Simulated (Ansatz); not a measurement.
FeBr4 (F-43m) at 2 levels of theory

One geometry, relaxed with PBE; plane waves with PAW potentials in Ansatz, scalar-relativistic. Collinear spin, ending at 4.0 μB a primitive cell. Gaps are the least over mesh and band path; pressure is positive in compression.

```xyz
5
Lattice="0.0000 5.2811 5.2811 5.2811 0.0000 5.2811 5.2811 5.2811 0.0000" Properties=species:S:1:pos:R:3 pbc="T T T"
Fe    2.6406    2.6406    2.6406
Br    3.9578    1.3234    3.9578
Br    1.3234    1.3234    1.3234
Br    1.3234    3.9578    3.9578
Br    3.9578    3.9578    1.3234
```

| level | cutoff (eV) | k mesh | gap (eV) | pressure (GPa) | largest moment (μB) |
| --- | --- | --- | --- | --- | --- |
| PBE | 420 | 6×6×6 | 0 | 0.0 | 3.05 |

Question: What comes out on the same cell with r2SCAN?

Answer:
```json
{"level": "r2SCAN", "cutoff (eV)": "500", "k mesh": "6×6×6", "gap (eV)": "0", "pressure (GPa)": "-0.1", "largest moment (μB)": "3.37"}
```

The state reached may not be the lowest one. Moments started parallel, and an antiferromagnetic order may lie lower. The cell holds layers, chains or molecules and no dispersion correction was added, so their binding is poorly described.

The structure comes from a generated guess; another structure or a mixture of phases may lie lower.
